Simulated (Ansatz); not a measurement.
## Fe2O3 (R-3c): electronic heat capacity from the density of states

Level of theory: DFT PBE, scalar-relativistic, plane waves, PAW (Ansatz 0.2.0).

Plane waves to 420 eV, a k mesh through Γ of 12×12×12 on the computed 10-atom cell and Gaussian smearing (0.10 eV); collinear spin from starting moments 0.95 0.95 0.95 0.95 0 0 0 0 0 0 μB.

Relaxed cell: R-3c, a = 4.772 Å, b = 4.772 Å, c = 13.311 Å, α = 90.00°, β = 90.00°, γ = 120.00°, 10 atoms in the primitive cell.

The density of states at the Fermi level is 10.967 states/eV in the cell of 10 atoms (2 formula units; both spins, tetrahedra on a 18×18×18 mesh). The run ends with a moment of 4.00 μB a cell (largest on a site 0.86 μB), and the figure is for this state; a paramagnetic sample can have a quite different one. Another magnetic order, if the compound takes it, can change N(E_F) and the shape of the cell a good deal, and may open a gap, where γ is close to zero.

**Question.** What Sommerfeld coefficient does this give?

**Answer.** Per formula unit N(E_F) = 5.484 states/eV. γ = (π²/3) k_B² N(E_F) N_A = 2.357 mJ/(mol K²) per state/eV, so γ = 12.9 mJ/(mol K²), a mole of formula units. This is the bare band result: a measured γ of the same phase and magnetic order is as a rule larger by a factor 1 + λ from phonons and spin fluctuations. N(E_F) at one energy is sensitive to the mesh where the density of states has sharp peaks.

Moments started parallel, and an antiferromagnetic order may lie lower.

Only this magnetic start was tried.

Cost: 1 run of about 25 core-minutes, on AMD EPYC (Zen 3) (shared hosts).